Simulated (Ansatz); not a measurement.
ReW (CsCl type, Pm-3m) under volume change, the program Ansatz at the PBE level (PAW), scaled uniformly.

| V (Å³/atom) | E − E(relaxed) (meV/atom) | P (GPa) |
|---|---|---|
| 14.180 | 153.9 | 38.19 |
| 14.648 | … | … |
| 15.115 | 15.3 | 10.77 |
| 15.583 | 0.0 | 0.00 |
| 16.050 | 13.7 | -9.17 |
| 16.517 | … | … |
| 16.985 | 111.5 | -23.56 |

**Question.** Fill in the missing entries.

**Answer.** 
- 16.517, E − E(relaxed) (meV/atom): 52.1
- 16.517, P (GPa): -16.95
- 14.648, E − E(relaxed) (meV/atom): 64.6
- 14.648, P (GPa): 23.38

**Question.** What does a third-order Birch–Murnaghan fit give for V₀, B₀ and B′?

**Answer.** V₀ = 15.58 Å³/atom, B₀ = 330 GPa, B′ = 4.3.

A made-up cell: these elements were put on the sites of a structure type; neither database checked (COD, Materials Project) lists it. Its standing as an ambient phase is unchecked. The PBE relaxation kept the symmetry of its start; its stability against distortions is not shown here. The run is not spin-polarised. Spin–orbit coupling is left out wherever it is not named.

Potentials: the earlier of the program's two PAW sets.
